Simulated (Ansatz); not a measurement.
Ansatz (a quantum-chemistry and plane-wave program) input:

Ansatz 0.2 input:
```yaml
crystal:
  lattice:
    - [4.0198206487, 0.0, 0.0]
    - [-2.0099103244, 3.4812668004, 0.0]
    - [0.0, 0.0, 5.0908749013]
  atoms:
    - { symbol: Te, position: [0.6666666667, 0.3333333333, 0.7367424431] }
    - { symbol: Te, position: [0.3333333333, 0.6666666667, 0.2632575569] }
    - { symbol: Pt, position: [0.0, 0.0, 0.0] }
kpoints:
  mp_grid: { grid: [12, 12, 8] }
hamiltonian:
  xc: lda
  pseudopotentials: { azcp: { folder: ./paw }, kind: paw }
scf:
  occupations: { method: fermi_dirac, width: 0.1 }
phonons:
  method: dfpt
  response_accuracy: low
  eigenvectors: true
  rigid_motions: translations
```

Output (shortened):

```
Pseudopotential: Te, paw, valence charge 16
Pseudopotential: Pt, paw, valence charge 18
Functional definition: SPW92
Crystal: 3 atoms, lattice volume = 71.242 Å³
Basis set: ecut = 420 eV, 1397 PW (Γ), exchange–correlation on 54×54×72 points (8 copies of the dense FFT grid, shifted against one another)
Bands: 30, of which v1, the nominal top of the filled ones, is band 25 counted from 1 (24 counted from 0)
Symmetry: 12 space group operations
k-points: 320 of 1152 (irreducible under 2 space group operations, time reversal used)
SCF iter   1: F=—  HF=-25903.147885 eV  |F-HF|=—  |Δ(HF+E_count)|=         —  Δρ=7.89e-2  dr2=5.85e0  ethr=3.10e-3  ⟨swp⟩=7.7  Hψ=44974  notcnv=0
preconditioner: auto → Kerker (q_TF=auto, 2.572 Å⁻¹)
SCF iter   2: F=—  HF=-25902.307042 eV  |F-HF|=—  |Δ(HF+E_count)|=   8.41e-1  Δρ=3.61e-2  dr2=1.27e0  ethr=3.10e-3  ⟨swp⟩=2.0  Hψ=15542  notcnv=0
SCF iter   3: F=—  HF=-25902.096015 eV  |F-HF|=—  |Δ(HF+E_count)|=   2.11e-1  Δρ=5.39e-3  dr2=1.87e-2  ethr=2.55e-3  ⟨swp⟩=2.0  Hψ=13308  notcnv=0
SCF iter   4: F=—  HF=-25902.094165 eV  |F-HF|=—  |Δ(HF+E_count)|=   1.85e-3  Δρ=6.76e-4  dr2=4.24e-4  ethr=3.73e-5  ⟨swp⟩=2.1  Hψ=18023  notcnv=0
SCF iter   5: F=—  HF=-25902.094108 eV  |F-HF|=—  |Δ(HF+E_count)|=   5.62e-5  Δρ=2.33e-4  dr2=7.47e-5  ethr=8.48e-7  ⟨swp⟩=2.8  Hψ=17127  notcnv=0
SCF iter   6: F=—  HF=-25902.094088 eV  |F-HF|=—  |Δ(HF+E_count)|=   2.01e-5  Δρ=7.45e-5  dr2=6.76e-6  ethr=1.49e-7  ⟨swp⟩=2.8  Hψ=18630  notcnv=0
SCF iter   7: F=—  HF=-25902.094086 eV  |F-HF|=—  |Δ(HF+E_count)|=   2.01e-6  Δρ=2.56e-5  dr2=7.66e-7  ethr=1.35e-8  ⟨swp⟩=2.0  Hψ=15857  notcnv=0
SCF iter   8: F=—  HF=-25902.094090 eV  |F-HF|=—  |Δ(HF+E_count)|=   3.34e-6  Δρ=8.92e-6  dr2=1.17e-7  ethr=1.53e-9  ⟨swp⟩=2.9  Hψ=16824  notcnv=0
SCF iter  12: F=-25902.094090 eV  HF=-25902.094090 eV  |F-HF|=3.64e-12  |Δ(HF+E_count)|=  1.09e-11  Δρ=6.44e-8  dr2=2.45e-12  ethr=1.00e-12  ⟨swp⟩=6.0  Hψ=48755  notcnv=0
SCF 1 converged in 12 iterations: F = -25902.094090 eV  dr2 = 2.45e-12
DFPT response loops at Γ: preconditioner auto → Kerker (q_TF=auto, 2.572 Å⁻¹) (partly filled bands, converged f_vac=0.008) …
SCF converged after 12 iterations
Free energy (F): -25902.094090 eV
Harris-Foulkes:  -25902.094090 eV  (|F-HF|=3.64e-12)
Internal energy: -25902.054205 eV  (E = F + TS)
E sigma→0 (E₀):  -25902.074147 eV
Entropy (-TS):   -0.039884 eV (-13.295 meV/atom)
Fermi energy:    13.992458 eV
--- Per-component energies (eV) ---
  E_band       = -687.551000
  E_kinetic    = 947.704648
  E_local      = -5053.098348  (includes V_loc(G=0)·N_el)
  E_nonlocal   = 352.761830
  E_hartree    = 2332.020430
  E_xc         = -477.649564
  E_vxc        = -479.649514  (∫ρ·V_xc dr)
  E_paw        = -18243.687786  (= ΣΔE_a)
  E_vpaw       = -1119.311678  (= ΣTr[D̂ρ^β])
  E_aug_tail   = 0.001186  (compensation charges beyond the density's cutoff)
  E_ewald      = -5761.927792
  E_core_change = 1.821192  (= ΣΔE_core)
  E_smearing   = -0.039884  (= −TS)
  E_closure    = 0.000000  (closes the sum)
  Σ components = -25902.094090   (vs F -25902.094090, Δ=0.00e0)
  [band-id]    e_kinetic+e_local+e_nonlocal+2·e_hartree+e_vxc+e_vpaw+e_augmentation_tail = -687.551017   (vs E_band -687.551000, Δ=-1.65e-5)
--- Band table (eV; the first three rows and the last of 320) ---
  k-point 0: bands = ["-85.3422", "-39.4308", "-39.4308", "-39.3365", "-23.4649", "-23.4649", "-23.4483", "-23.4415", "-23.4403", "-23.4403", "-23.4397", "-23.4397", "-23.4326", "-23.4326", "-0.2990", "3.3558", "7.1091", "8.1674", "8.1674", "10.1956", …
  k-point 1: bands = ["-85.3422", "-39.4308", "-39.4308", "-39.3365", "-23.4641", "-23.4641", "-23.4482", "-23.4420", "-23.4420", "-23.4416", "-23.4388", "-23.4388", "-23.4326", "-23.4326", "-0.2191", "3.0613", "7.4655", "8.1833", "8.1833", "10.1885", …
  k-point 2: bands = ["-85.3422", "-39.4308", "-39.4308", "-39.3365", "-23.4622", "-23.4622", "-23.4479", "-23.4444", "-23.4444", "-23.4418", "-23.4386", "-23.4386", "-23.4323", "-23.4323", "0.0163", "2.4167", "8.2224", "8.2224", "8.2678", "10.1725", …
  k-point 319: bands = ["-85.3422", "-39.4335", "-39.4323", "-39.3363", "-23.4589", "-23.4572", "-23.4517", "-23.4436", "-23.4408", "-23.4401", "-23.4381", "-23.4365", "-23.4354", "-23.4338", "1.9131", "2.0458", "7.3971", "7.6418", "8.9701", "9.2618", …
--- Phonons (Γ-DFPT): 4 representative perturbations + reference, on 320 of 1152 k-points (Σ response iterations 11) ---
  ASR residual: 4.684e-4 → 0.000e0 eV/Å²; symmetrization residual: 4.691e-4 eV/Å²
  ASR residual per site (eV/Å²): 8.92e-5 8.92e-5 4.68e-4
  Γ frequencies (cm⁻¹): 0.00 0.00 0.00 108.07 108.07 157.18 163.66 173.07 173.07
  non-analytic LO–TO correction: not included (Born effective charges unavailable; polar crystals: no LO–TO splitting at Γ)
```

Cost: around 5 core-minutes (rough) on shared cores.

Space group P-3m1. The cell was relaxed with LDA under the symmetry of its start; of distortions, only those at the zone centre were tested. No spin polarisation was allowed. A crystal of weakly bound layers computed without a dispersion correction: the cell and the soft elastic constants depend strongly on that. As this level gives no gap, phonon frequencies hold no LO–TO term and depend on the k-mesh and smearing (Fermi–Dirac, 0.1 eV here). Scalar-relativistic: spin–orbit coupling is off unless named, which matters more the heavier the elements.

Potentials: the earlier of the program's two PAW sets.

Ansatz is a plane-wave DFT program.
